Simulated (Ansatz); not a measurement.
Consider the following.

Nb₃Cl₈:
```xyz
22
Lattice="6.7540 0.0000 0.0000 -3.3770 5.8491 0.0000 0.0000 0.0000 12.4272" Properties=species:S:1:pos:R:3 pbc="T T T"
Nb     3.3770     0.3361     3.0610
Nb     0.0000     5.5130     9.3662
Nb     4.7744     2.7565     3.0610
Nb    -1.3974     3.0926     9.3662
Nb     1.9796     2.7565     3.0610
Nb     1.3974     3.0926     9.3662
Cl     3.3770     1.9497     1.2268
Cl     0.0000     3.8994    11.2004
Cl     0.0000     3.8994     4.4077
Cl     3.3770     1.9497     8.0195
Cl     1.7084     4.8858     1.7190
Cl     1.6686     0.9634    10.7082
Cl    -1.7084     4.8858     1.7190
Cl     5.0854     0.9634    10.7082
Cl     0.0000     1.9267     1.7190
Cl     3.3770     3.9224    10.7082
Cl     1.7096     0.9871     4.7057
Cl     1.6674     4.8621     7.7215
Cl     5.0443     0.9871     4.7057
Cl    -1.6674     4.8621     7.7215
Cl     3.3770     3.8750     4.7057
Cl     0.0000     1.9741     7.7215
```

This is the r²SCAN+D4-relaxed structure. Tensor components refer to the Cartesian frame of this cell.

All from plane-wave PAW r²SCAN+D4 (Ansatz code), unless another level is named. Give the Young's modulus.

44.2 GPa.

Next, the elastic constants (relaxed ions, GPa)?

C11 = 111, C12 = 30.7, C13 = 7.4, C14 = 1.0, C33 = 27.3, C44 = 6.0.

Space group P-3m1. The workflow started from a Materials Project entry (that database holds measured and hypothetical structures alike); the Crystallography Open Database copy checked does not list it. Whether it is the stable phase at ambient conditions was not checked. Symmetry was held in the r²SCAN+D4 relaxation; whether a distortion lowers the energy is not shown. No spin polarisation was allowed. As this level gives no gap, shear constants depend on the k-mesh and smearing (Fermi–Dirac, 0.1 eV here).

Potentials: the earlier of the program's two PAW sets. The files were generated under PBE; for other functionals the program regenerates the frozen cores, and for LDA and PBEsol the local potential too.
